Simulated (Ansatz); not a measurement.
Run on Cu (fcc type): DFT, PBE, PAW with Ansatz's default frozen-core files, scalar-relativistic (Ansatz 0.2.0). This run: bulk in the slab's orientation.

The cell comes from a relaxation on PAW files under the same functional.

Command: `ansatz run input.yaml --threads 2 --pin off --max-ram 4096MiB --backend cpu --events-out ev --progress --plain --runs-dir out` It took 2.2 s on 2 threads of Intel(R) Xeon(R) Platinum 8488C (Sapphire Rapids) (shared host), peak memory 0.43 GiB.

```yaml
crystal:
  lattice:
    - [0.0, 1.8147994276, -1.8147994276]
    - [-1.8147994276, 0.0, 1.8147994276]
    - [3.6295988553, 3.6295988553, 3.6295988553]
  atoms:
    - { symbol: Cu, position: [0.0, 0.0, 0.0] }
    - { symbol: Cu, position: [0.333333333, 0.666666667, 0.333333333] }
    - { symbol: Cu, position: [0.666666667, 0.333333333, 0.666666667] }
kpoints:
  mp_grid: { grid: [15, 15, 5] }
scf:
  occupations: { method: fermi_dirac, width: 0.1 }
hamiltonian:
  xc: pbe
  pseudopotentials: { kind: paw }
output:
  forces: true
  stress: true
  eigenvalues: true
```

Output:

```
Engine: ansatz 0.2.0
Pseudopotentials: kind: paw
Pseudopotential: Cu, paw, valence charge 19, recommended cutoff 420 eV (normal), Cu.paw.azcp
Functional definition: PBE
  parameter kappa = 0.804
  parameter beta = 0.06672455060314922
  exchange = pbe_x(kappa = kappa, mu = beta*pi^2/3)
  correlation = pbe_c(beta = beta)
Crystal: 3 atoms, lattice volume = 35.862 Å³
Basis set: ecut = 420 eV, 723 PW (Γ), exchange–correlation on 36×36×90 points (8 copies of the dense FFT grid, shifted against one another)
Bands: 35, of which v1, the nominal top of the filled ones, is band 29 counted from 1 (28 counted from 0)
Symmetry: 36 space group operations
Space group: Fm-3m (ITA 225), of the structure as read, at distance tolerance 3.3e-5 Å
k-points: 119 of 1125
Non-local potential: Cu, projectors of the file, l = 0: 3, l = 1: 2, l = 2: 3, l = 3: 1
PAW form: soft (Blöchl's): semilocal exchange-correlation on the pseudo side does not see the compensation charge
PAW one-centre angular grid: Cu, 590 points (default); XC on 64 Gauss nodes
Initial density: superposition of atomic densities (neutral atoms: chi_scale 0, normalization atom), corrected by the library's trained network
Initial wavefunctions: pseudopotential atomic-orbital guess
Functional: x = pbe(κ = 0.804, μ = 0.2195149727645171), c = pbe(β = 0.06672455060314922)
SCF iter   1: F=—  HF=-19875.539526 eV  |F-HF|=—  |Δ(HF+E_count)|=         —  Δρ=8.11e-4  dr2=6.49e-5  ethr=1.77e-3  ⟨swp⟩=5.1  Hψ=13558  notcnv=0  defer=42
preconditioner: auto → Kerker (q_TF=auto, 2.947 Å⁻¹)  [metal: Δε(μ)=0.040 eV  Ē_g=11.162 eV  σ=0.100 eV  W_gap=0.10  n_scr=10 (ndim 8)  ℏωp=35.6 eV  f_vac=0.000  D(μ)=0.78/eV (n_scr^D=2)]
SCF iter   2: F=—  HF=-19875.539921 eV  |F-HF|=—  |Δ(HF+E_count)|=   3.95e-4  Δρ=5.11e-4  dr2=3.62e-5  ethr=1.14e-7  ⟨swp⟩=3.1  Hψ=10774  notcnv=0  defer=44
SCF iter   3: F=—  HF=-19875.539966 eV  |F-HF|=—  |Δ(HF+E_count)|=   4.52e-5  Δρ=2.04e-4  dr2=5.82e-6  ethr=6.34e-8  ⟨swp⟩=2.0  Hψ=5992  notcnv=0  defer=44
SCF iter   4: F=—  HF=-19875.539967 eV  |F-HF|=—  |Δ(HF+E_count)|=   1.74e-7  Δρ=5.27e-5  dr2=6.99e-7  ethr=1.02e-8  ⟨swp⟩=2.0  Hψ=5997  notcnv=0  defer=44
iter 5 did not close the SCF: its close was put off for the readings that it lacked (scf_convergence_deferred on its scf_iter line)
SCF iter   5: F=-19875.539967 eV  HF=-19875.539967 eV  |F-HF|=2.69e-9  |Δ(HF+E_count)|=   1.29e-7  Δρ=1.73e-5  dr2=7.03e-8  ethr=1.23e-9  ⟨swp⟩=2.2  Hψ=5858  notcnv=0  defer=44
SCF iter   6: F=-19875.539967 eV  HF=-19875.539967 eV  |F-HF|=8.26e-10  |Δ(HF+E_count)|=   2.26e-8  Δρ=3.75e-6  dr2=3.08e-9  ethr=1.23e-10  ⟨swp⟩=5.1  Hψ=14908  notcnv=0
SCF 1 converged in 6 iterations: F = -19875.539967 eV  dr2 = 3.08e-9
  greatest PAW one-centre occupation: 1.000 electrons in one spin orbital (limit 2), on the Cu atom at site 2 (counted from 0), in its partial waves of l = 0
SCF converged after 6 iterations
Free energy (F): -19875.539967 eV
Harris-Foulkes:  -19875.539967 eV  (|F-HF|=8.26e-10)
Internal energy: -19875.513009 eV  (E = F + TS)
E sigma→0 (E₀):  -19875.526488 eV
Entropy (-TS):   -0.026957 eV (-8.986 meV/atom)
Fermi energy:    16.558867 eV
--- Per-component energies (eV) ---
  E_band       = -1090.959064
  E_kinetic    = 899.388541
  E_local      = -12217.658183  (includes V_loc(G=0)·N_el)
  E_nonlocal   = 1169.627822
  E_hartree    = 5379.992868
  E_xc         = -268.458820
  E_vxc        = -346.425573  (∫ρ·V_xc dr)
  E_paw        = -4988.821548  (= ΣΔE_a)
  E_vpaw       = -1355.880136  (= ΣTr[D̂ρ^β])
  E_aug_tail   = 0.000731  (compensation charges beyond the density's cutoff)
  E_ewald      = -9849.584421
  E_smearing   = -0.026957  (= −TS)
  E_closure    = 0.000000  (closes the sum)
  Σ components = -19875.539967   (vs F -19875.539967, Δ=0.00e0)
--- Forces (eV/Å), atoms counted from 1 ---
  atom   1  Cu     0.00000000     0.00000000     0.00000000
  atom   2  Cu     0.00000000     0.00000000     0.00000000
  atom   3  Cu    -0.00000000     0.00000000     0.00000000
  max |Σ_I F_I| component: 6.44e-27 eV/Å
--- Stress (GPa, compression-positive) ---
        0.031155       0.228876       0.228876
        0.228876       0.031155       0.228876
        0.228876       0.228876       0.031155
  P = ⅓ Tr σ = 0.0312 GPa (0.312 kbar)
--- Band table (eV; the first three rows and the last of 119) ---
  k-point 0: bands = ["-96.0388", "-96.0290", "-96.0290", "-53.4271", "-53.4271", "-53.3666", "-53.3666", "-53.3666", "-53.3666", "-53.3551", "-53.3551", "-53.3502", "7.1908", "10.5490", "10.5490", "13.5251", "13.5251", "13.5417", "13.5417", "13.5443", "13.6205", "13.6205", "13.6205", "13.6205", "14.3602", "14.3602", "14.6589", "14.6589", "14.6589", "14.6589", "25.0168", "25.0168", "38.2030", "38.2030", "38.5461"]
  k-point 1: bands = ["-96.0381", "-96.0315", "-96.0270", "-53.4429", "-53.4068", "-53.3690", "-53.3690", "-53.3636", "-53.3636", "-53.3557", "-53.3557", "-53.3546", "7.3515", "9.5557", "11.2181", "13.2974", "13.5105", "13.5532", "13.5532", "13.5719", "13.5719", "13.6852", "13.6852", "14.2749", "14.3486", "14.3486", "14.4825", "14.4825", "14.8200", "14.8200", "22.3827", "28.0264", "37.7719", "37.9301", "38.3453"]
  k-point 2: bands = ["-96.0365", "-96.0342", "-96.0259", "-53.4515", "-53.3856", "-53.3704", "-53.3704", "-53.3671", "-53.3604", "-53.3604", "-53.3576", "-53.3576", "7.8257", "8.5848", "11.4634", "13.3233", "13.4226", "13.5131", "13.5131", "13.6438", "13.6438", "13.6999", "13.6999", "14.3310", "14.3310", "14.3606", "14.3606", "14.9141", "14.9141", "15.2900", "20.5081", "31.2872", "34.7043", "37.5340", "38.2641"]
  k-point 118: bands = ["-96.0226", "-96.0226", "-96.0226", "-53.4340", "-53.4340", "-53.4340", "-53.4111", "-53.4111", "-53.4111", "-53.3811", "-53.3811", "-53.3811", "12.6215", "12.6215", "12.6215", "12.6794", "12.6794", "12.6794", "13.2508", "13.2508", "13.2508", "14.2220", "14.2220", "14.2220", "14.8818", "14.8818", "14.8818", "19.9853", "19.9853", "19.9853", "21.3289", "21.3289", "21.3289", "27.2727", "27.2727"]
```

Next run, as changes to the input before:

```diff
   lattice:
-    - [0.0, 1.8147994276, -1.8147994276]
-    - [-1.8147994276, 0.0, 1.8147994276]
-    - [3.6295988553, 3.6295988553, 3.6295988553]
+    - [2.5665139635, 0.0, 0.0]
+    - [-1.2832569818, 2.2226662916, 0.0]
+    - [0.0, 0.0, 24.3822]
   atoms:
-    - { symbol: Cu, position: [0.0, 0.0, 0.0] }
-    - { symbol: Cu, position: [0.333333333, 0.666666667, 0.333333333] }
-    - { symbol: Cu, position: [0.666666667, 0.333333333, 0.666666667] }
+    - { symbol: Cu, position: [0.833333333, 0.166666667, 0.3281082204] }
+    - { symbol: Cu, position: [0.166666667, 0.833333333, 0.41405411] }
+    - { symbol: Cu, position: [0.5, 0.5, 0.5] }
+    - { symbol: Cu, position: [0.833333333, 0.166666667, 0.58594589] }
+    - { symbol: Cu, position: [0.166666667, 0.833333333, 0.6718917796] }
 kpoints:
-  mp_grid: { grid: [15, 15, 5] }
+  mp_grid: { grid: [15, 15, 1] }
 scf:
   eigenvalues: true
+  populations: true
+efield:
+  axis: 3
+  amplitude: 0
+  dipole_correction: true
```

Results part of the output:

```
SCF 1 converged in 10 iterations: F = -33124.962353 eV  dr2 = 1.15e-8
  greatest PAW one-centre occupation: 1.000 electrons in one spin orbital (limit 2), on the Cu atom at site 4 (counted from 0), in its partial waves of l = 0
SCF converged after 10 iterations
Free energy (F): -33124.962353 eV
Harris-Foulkes:  -33124.962353 eV  (|F-HF|=8.17e-8)
Internal energy: -33124.916653 eV  (E = F + TS)
E sigma→0 (E₀):  -33124.939503 eV
Entropy (-TS):   -0.045700 eV (-9.140 meV/atom)
Fermi energy:    4.412293 eV
Dipole field:    D = 0.000002 V/Å  (p = 0.000001 e·Å, saw-weighted, corrected)
Work function:   Φ+ = 4.8069 eV   Φ− = 4.8069 eV
Levels:          The Fermi level and band energies are counted from a zero that moves with the ramp; work functions are not
--- Per-component energies (eV) ---
  E_band       = -2957.945015
  E_kinetic    = 1497.715867
  E_local      = -214126.562525  (includes V_loc(G=0)·N_el)
  E_nonlocal   = 1954.429187
  E_hartree    = 105279.649276
  E_xc         = -444.942268
[... lines left out ...]
  max |Σ_I F_I| component: 5.20e-7 eV/Å
--- Stress (GPa, compression-positive) ---
       -1.551515       0.000000       0.000000
        0.000000      -1.551515       0.000000
        0.000000       0.000000      -0.382007
  P = ⅓ Tr σ = -1.1617 GPa (-11.617 kbar)
--- Band table (eV; the first three rows and the last of 27) ---
  k-point 0: bands = ["-108.2067", "-108.1538", "-108.1534", "-107.8534", "-107.8534", "-65.5907", "-65.5409", "-65.5409", "-65.5305", "-65.5088", "-65.4837", "-65.4837", "-65.4832", "-65.4832", "-65.2151", "-65.2151", "-65.2151", "-65.2151", "-65.1743", "-65.1743", "-4.6472", "-3.7422", "-2.4478", "-1.1680", "-0.6820", "1.2705", "1.3335", "1.4051", "1.4051", "1.4599", "1.4599", "1.5196", "1.5325", "1.5325", "1.7721", "1.7721", "1.7835", "1.7835", "1.8709", "2.2207", "2.2207", "2.3184", "2.3184", "2.5052", "2.5052", "2.7655", "2.7655", "2.8318", "2.8318", "3.4290", "4.1094", "8.5637", "8.9945", "9.5022", "10.7222", "11.0250", "13.1780"]
  k-point 1: bands = ["-108.2063", "-108.1534", "-108.1530", "-107.8530", "-107.8530", "-65.5898", "-65.5453", "-65.5418", "-65.5290", "-65.5092", "-65.4868", "-65.4866", "-65.4846", "-65.4841", "-65.2184", "-65.2184", "-65.2159", "-65.2159", "-65.1739", "-65.1739", "-4.5056", "-3.6047", "-2.3175", "-1.0505", "-0.5857", "1.2190", "1.2619", "1.3604", "1.4537", "1.4603", "1.4938", "1.4952", "1.5377", "1.5806", "1.7058", "1.7590", "1.8004", "1.8087", "1.8290", "2.1858", "2.1918", "2.3264", "2.3434", "2.5046", "2.5449", "2.6055", "2.7403", "2.7646", "2.8332", "3.7359", "4.4869", "8.6724", "9.1274", "9.6186", "10.8477", "11.1506", "13.3108"]
  k-point 2: bands = ["-108.2052", "-108.1523", "-108.1520", "-107.8520", "-107.8520", "-65.5872", "-65.5560", "-65.5443", "-65.5265", "-65.5108", "-65.4963", "-65.4949", "-65.4870", "-65.4864", "-65.2279", "-65.2279", "-65.2183", "-65.2183", "-65.1729", "-65.1729", "-4.0872", "-3.2009", "-1.9413", "-0.7203", "-0.3190", "1.0534", "1.1385", "1.2257", "1.3292", "1.4531", "1.5229", "1.5756", "1.6003", "1.6225", "1.6933", "1.7183", "1.7503", "1.8923", "1.9548", "2.0986", "2.1676", "2.2558", "2.3322", "2.3346", "2.5033", "2.5222", "2.7614", "2.8370", "3.0516", "4.3161", "5.3018", "8.9963", "9.5263", "9.9759", "11.2290", "11.5277", "13.7082"]
  k-point 26: bands = ["-108.1966", "-108.1441", "-108.1441", "-107.8437", "-107.8437", "-65.5987", "-65.5987", "-65.5713", "-65.5388", "-65.5383", "-65.5383", "-65.5260", "-65.5163", "-65.5163", "-65.2698", "-65.2698", "-65.2693", "-65.2693", "-65.1652", "-65.1652", "0.4346", "0.4779", "0.4779", "0.5370", "0.5370", "0.6590", "0.6621", "0.8326", "0.8326", "1.1751", "1.3064", "1.3064", "1.6977", "1.7090", "1.7520", "1.7520", "2.0980", "2.0980", "2.2701", "2.3405", "2.6786", "2.6786", "2.6921", "2.7675", "2.7675", "7.7088", "7.7088", "7.9058", "8.2070", "8.7239", "8.7239", "9.6491", "9.6491", "10.2778", "10.9418", "12.0929", "12.0929"]
--- Löwdin populations: 5 sites ---
  site symbol       q [e]
     0     Cu     18.8718
     1     Cu     18.8395
     2     Cu     18.8288
     3     Cu     18.8395
     4     Cu     18.8718
  spilling = 0.007879 (of n_electrons = 95.000000)
```

Next run (atoms relaxed), as changes to the input before:

```diff
   eigenvalues: true
-  populations: true
+  write_density: true
+  write_potential: true
+  elf: true
+  volumetric_format: npy
+relax:
+  f_tol: 0.01
+  max_steps: 40
 efield:
```

Command: `ansatz run input.yaml --threads 2 --pin off --max-ram 4096MiB --backend cpu --events-out ev --progress --plain --runs-dir out` It took 39 s on 2 threads of Intel(R) Xeon(R) Platinum 8488C (Sapphire Rapids), on a shared host, peak memory 0.53 GiB.

Results part of the output:

```
Warning: output.stress: scf.convergence.dr2_threshold = 1e-7 eV (the SCF's general default) is looser than the 5e-10 eV advised for a printed stress (1e-10 eV for each atom of the cell: 5). What an SCF threshold leaves in a stress goes as its square root, and in the free energy as the threshold itself, and one threshold admits the most on a small cell: of the crystals measured, under no hybrid fun
WARN: The output density's exchange-correlation potential varies sharply where the density is thin. Do not read a vacuum level from v_tot or v_xc, or from such a field of the output density. On a cell that repeats whose density bears no net charge and no dipole along the vacuum's axis use v_es (v_loc + v_h of the components); under efield.dipole_correction with no amplitude use v_es + v_field, which holds any external_charges[].barrier, or the levels of the report's work_function block, which leave it out; under a non-zero efield.amplitude the vacuum is tilted and has no level; on a cell that repeats and bears such a dipole with no correction it is tilted too, and efield.dipole_correction with no amplitude gives each side of its ramp a level where efield: is served; in a cell that repeats whose density bears a net charge (total_charge, or a fill off its count) it is curved and has none; of a slab under crystal.periodic whose density bears no net charge use v_es, which has a level on each side, short of where the two are joined; of another it falls or rises all the way out and has none; of a slab beside external_charges read slab_vacuum_level instead, which it has where they leave it neutral. The grid or the basis barely resolves most such structure, and the values can differ between equally converged runs; as a rule a tighter scf.convergence.dr2_threshold does not remove it. Where the density itself ripples (under the LDA too) a higher basis.ecutwfc lessens it. The files hold the spikes' plane waves up to the density's cutoff. Files: v_tot_of_output_density and the like, and their columns of v_z.tsv (output.write_potential); v_xc_of_output_density and the like, and their columns of v_comp_z.tsv (output.write_potential_components). Measured: with its Gaussian average of σ = 0.25 Å subtracted twice, the exchange-correlation potential is over 0.1 eV at 90 of the grid points where the equally averaged density (valence and model cores) is under 1e-3 e/Å³, and 0.190 eV at the most among them, at an averaged density of 1.5e-8 e/Å³. The input density's (outcome.potential() and, of a run that writes arrays, v_tot and v_xc) is over 0.1 eV, so measured, at 5 points of its own thin density, 0.109 eV at the most. See output.write_potential in the manual, Limitations
SCF converged after 9 iterations
Free energy (F): -33124.963482 eV
Harris-Foulkes:  -33124.963482 eV  (|F-HF|=6.70e-9)
Internal energy: -33124.917391 eV  (E = F + TS)
E sigma→0 (E₀):  -33124.940437 eV
Entropy (-TS):   -0.046091 eV (-9.218 meV/atom)
[... lines left out ...]
--- Relaxed structure (3 steps of the walk, 3 accepted, 0 SCFs on fresh bases) ---
  F+E_penalty+E_count = -33124.96348249 eV   max|allowed force component| = 1.300e-3 eV/Å
  atoms:
    - { symbol: Cu, position: [0.8333333333333335, 0.16666666666666666, 0.32894923046654806] }
    - { symbol: Cu, position: [0.16666666666666669, 0.8333333333333333, 0.4141867609772928] }
    - { symbol: Cu, position: [0.5, 0.5, 0.4999999962076746] }
    - { symbol: Cu, position: [0.8333333333333335, 0.16666666666666666, 0.5858132362922415] }
    - { symbol: Cu, position: [0.16666666666666669, 0.8333333333333333, 0.6710507760562431] }
```

Next run (vacuum of 22 Å), as changes to the input before:

```diff
-    - [0.0, 0.0, 24.3822]
+    - [0.0, 0.0, 30.3412]
   atoms:
-    - { symbol: Cu, position: [0.833333333, 0.166666667, 0.3281082204] }
-    - { symbol: Cu, position: [0.166666667, 0.833333333, 0.41405411] }
-    - { symbol: Cu, position: [0.5, 0.5, 0.5] }
-    - { symbol: Cu, position: [0.833333333, 0.166666667, 0.58594589] }
-    - { symbol: Cu, position: [0.166666667, 0.833333333, 0.6718917796] }
+    - { symbol: Cu, position: [0.8333333333, 0.1666666667, 0.3625435331] }
+    - { symbol: Cu, position: [0.1666666667, 0.8333333333, 0.4310404455] }
+    - { symbol: Cu, position: [0.5, 0.5, 0.4999999943] }
+    - { symbol: Cu, position: [0.8333333333, 0.1666666667, 0.5689595471] }
+    - { symbol: Cu, position: [0.1666666667, 0.8333333333, 0.6374564669] }
 kpoints:
   eigenvalues: true
-  write_density: true
-  write_potential: true
-  elf: true
-  volumetric_format: npy
-relax:
-  f_tol: 0.01
-  max_steps: 40
 efield:
```

Command: `ansatz run input.yaml --threads 2 --pin off --max-ram 4096MiB --backend cpu --events-out ev --progress --plain --runs-dir out` It took 9.5 s on 2 threads of Intel(R) Xeon(R) Platinum 8488C (Sapphire Rapids) (shared host), peak memory 0.54 GiB.

Results part of the output:

```
SCF 1 converged in 10 iterations: F = -33124.963477 eV  dr2 = 1.22e-8
  greatest PAW one-centre occupation: 1.000 electrons in one spin orbital (limit 2), on the Cu atom at site 4 (counted from 0), in its partial waves of l = 0
SCF converged after 10 iterations
Free energy (F): -33124.963477 eV
Harris-Foulkes:  -33124.963477 eV  (|F-HF|=9.95e-8)
Internal energy: -33124.917386 eV  (E = F + TS)
E sigma→0 (E₀):  -33124.940431 eV
Entropy (-TS):   -0.046091 eV (-9.218 meV/atom)
Fermi energy:    2.610832 eV
Dipole field:    D = -0.000001 V/Å  (p = -0.000001 e·Å, saw-weighted, corrected)
Work function:   Φ+ = 4.7960 eV   Φ− = 4.7959 eV
Levels:          The Fermi level and band energies are counted from a zero that moves with the ramp; work functions are not
--- Per-component energies (eV) ---
  E_band       = -3130.661036
  E_kinetic    = 1497.952473
[... lines left out ...]
  atom   2  Cu     0.00000000    -0.00000000     0.00130072
  atom   3  Cu     0.00000000     0.00000000     0.00000050
  atom   4  Cu     0.00000000     0.00000000    -0.00130014
  atom   5  Cu    -0.00000000     0.00000000     0.00067197
  max |Σ_I F_I| component: 3.72e-7 eV/Å
--- Stress (GPa, compression-positive) ---
       -1.122108      -0.000000       0.000000
        0.000000      -1.122108       0.000000
        0.000000       0.000000      -0.000257
  P = ⅓ Tr σ = -0.7482 GPa (-7.482 kbar)
--- Band table (eV; the first three rows and the last of 27) ---
  k-point 0: bands = ["-110.0175", "-109.9718", "-109.9714", "-109.6718", "-109.6718", "-67.4049", "-67.3514", "-67.3514", "-67.3504", "-67.3259", "-67.3010", "-67.3010", "-67.3004", "-67.3004", "-67.0326", "-67.0326", "-67.0326", "-67.0326", "-66.9943", "-66.9943", "-6.4784", "-5.5827", "-4.2697", "-2.9790", "-2.4992", "-0.5423", "-0.4731", "-0.4109", "-0.4109", "-0.3609", "-0.3609", "-0.2893", "-0.2893", "-0.2828", "-0.0529", "-0.0529", "-0.0387", "-0.0387", "0.0596", "0.4090", "0.4090", "0.4996", "0.4996", "0.6849", "0.6849", "0.9530", "0.9530", "1.0228", "1.0228", "1.6304", "2.3179", "6.7966", "7.1067", "7.5207", "8.2368", "8.2652", "9.4962"]
  k-point 1: bands = ["-110.0171", "-109.9715", "-109.9710", "-109.6715", "-109.6715", "-67.4039", "-67.3571", "-67.3523", "-67.3476", "-67.3264", "-67.3040", "-67.3038", "-67.3019", "-67.3012", "-67.0359", "-67.0359", "-67.0334", "-67.0334", "-66.9940", "-66.9940", "-6.3368", "-5.4452", "-4.1397", "-2.8620", "-2.4033", "-0.5968", "-0.5487", "-0.4567", "-0.3621", "-0.3611", "-0.3263", "-0.3205", "-0.2719", "-0.2412", "-0.1092", "-0.0633", "-0.0170", "-0.0147", "0.0067", "0.3729", "0.3788", "0.5091", "0.5247", "0.6848", "0.7298", "0.7933", "0.9305", "0.9525", "1.0245", "1.9381", "2.6954", "6.9050", "7.2404", "7.6484", "8.3691", "8.3829", "9.6282"]
  k-point 2: bands = ["-110.0160", "-109.9704", "-109.9700", "-109.6704", "-109.6704", "-67.4012", "-67.3676", "-67.3548", "-67.3453", "-67.3283", "-67.3135", "-67.3119", "-67.3043", "-67.3035", "-67.0454", "-67.0454", "-67.0358", "-67.0358", "-66.9930", "-66.9930", "-5.9184", "-5.0417", "-3.7643", "-2.5335", "-2.1380", "-0.7650", "-0.6792", "-0.5909", "-0.4974", "-0.3678", "-0.2829", "-0.2439", "-0.2188", "-0.1856", "-0.1251", "-0.1037", "-0.0653", "0.0641", "0.1323", "0.2834", "0.3540", "0.4392", "0.5190", "0.5204", "0.6849", "0.7115", "0.9504", "1.0291", "1.2438", "2.5221", "3.5115", "7.2280", "7.6418", "8.0339", "8.7444", "8.7663", "10.0255"]
  k-point 26: bands = ["-110.0074", "-109.9621", "-109.9621", "-109.6622", "-109.6622", "-67.4096", "-67.4096", "-67.3847", "-67.3561", "-67.3556", "-67.3556", "-67.3412", "-67.3356", "-67.3356", "-67.0872", "-67.0872", "-67.0867", "-67.0867", "-66.9854", "-66.9854", "-1.3871", "-1.3492", "-1.3492", "-1.2846", "-1.2846", "-1.1845", "-1.1805", "-1.0059", "-1.0059", "-0.6454", "-0.5164", "-0.5164", "-0.1201", "-0.1071", "-0.0663", "-0.0663", "0.2868", "0.2868", "0.4653", "0.5381", "0.8692", "0.8692", "0.8841", "0.9582", "0.9582", "5.8887", "5.8887", "6.0836", "6.3827", "6.9007", "6.9007", "7.8378", "7.8378", "8.4788", "9.1536", "10.2946", "10.2946"]
```
